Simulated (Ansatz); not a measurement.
Consider the following.

Os:
```
Os
1.0
    2.71573     0.00000     0.00000
   -1.35787     2.35189     0.00000
    0.00000     0.00000     4.28967
Os
2
Cartesian
  0.00000   1.56793   3.21725
  1.35787   0.78396   1.07242
```

This is the LDA-relaxed structure. Cartesian axes are those of the cell as given.

### Question
All from LDA in the plane-wave PAW code Ansatz, unless another level is named. Estimate the Hill bulk and shear moduli.

### Answer
448 and 289 GPa.

### Question
And the elastic constants (relaxed ions, GPa)?

### Answer
C11 = 816, C12 = 252, C13 = 247, C33 = 914, C44 = 283.

Space group P6_3/mmc (hcp (Mg type)). The cell was relaxed with LDA under the symmetry of its start. The run is not spin-polarised. As this level gives no gap, shear constants depend on the k-mesh and smearing (Fermi–Dirac, 0.1 eV here). Spin–orbit coupling is left out wherever it is not named.

Potentials: the later of the program's two PAW sets.
